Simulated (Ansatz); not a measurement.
**BSF, a known structure type with other elements, at an estimated volume**

```yaml
crystal:
  lattice:
    - [3.25096, 0.00000, 0.00000]
    - [0.00000, 3.25096, 0.00000]
    - [0.00000, 0.00000, 5.83487]
  atoms:
    - { symbol: S, position: [0.25000, 0.25000, 0.64610] }
    - { symbol: S, position: [0.75000, 0.75000, 0.35390] }
    - { symbol: F, position: [0.75000, 0.25000, 0.00000] }
    - { symbol: F, position: [0.25000, 0.75000, 0.00000] }
    - { symbol: B, position: [0.25000, 0.25000, 0.22887] }
    - { symbol: B, position: [0.75000, 0.75000, 0.77113] }
```

The numbers come from plane-wave PAW DFT (Ansatz): r2SCAN, no spin polarisation, 500 eV, 10×10×6 Γ-centred k points, fermi-dirac occupations (width 0.0399 eV). Nothing was relaxed.

**Question.** What do density and ELF say about some of the short contacts?

**Answer.** F–B at 2.10 Å: least valence density 0.30 e/Å³ and ELF 0.34 there. F–F at 2.30 Å: least valence density 0.20 e/Å³ and ELF 0.04 there. S–B at 2.41 Å: least valence density 0.38 e/Å³ and ELF 0.68 there. These are pseudo-fields; inside the PAW spheres they differ from the all-electron ones.

**Question.** How is the charge shared?

**Answer.** Bader charges in e: B +0.95, S -0.28, F -0.67. In the mean B gives up most and F takes most.

**Question.** Where is the largest force?

**Answer.** The largest is on B5 (and as large on other atoms): 1.35 eV/Å, components (0.00, 0.00, 1.35). It makes 129° with the line to a nearest neighbour, F3 at 2.10 Å.

**Question.** Metal or insulator?

**Answer.** It is a metal, with about 2.3 states/eV a cell as the mean within 0.25 eV of the Fermi level, mostly S p (62 %) and B s (17 %).

**Question.** Is the cell too large or too small?

**Answer.** The pressure is -0.2 GPa (compression positive), so with the atoms held at these fractions the cell is close to zero pressure; the forces are large, so a full relaxation may end otherwise. The principal stresses -7.8, -7.8, 15.2 GPa differ, so its shape would change too.

Origin: a known structure type with other elements, at an estimated volume, so it need not be a known compound. Caveats: many states at the Fermi level without spin polarisation, so a magnetic state may lie lower.
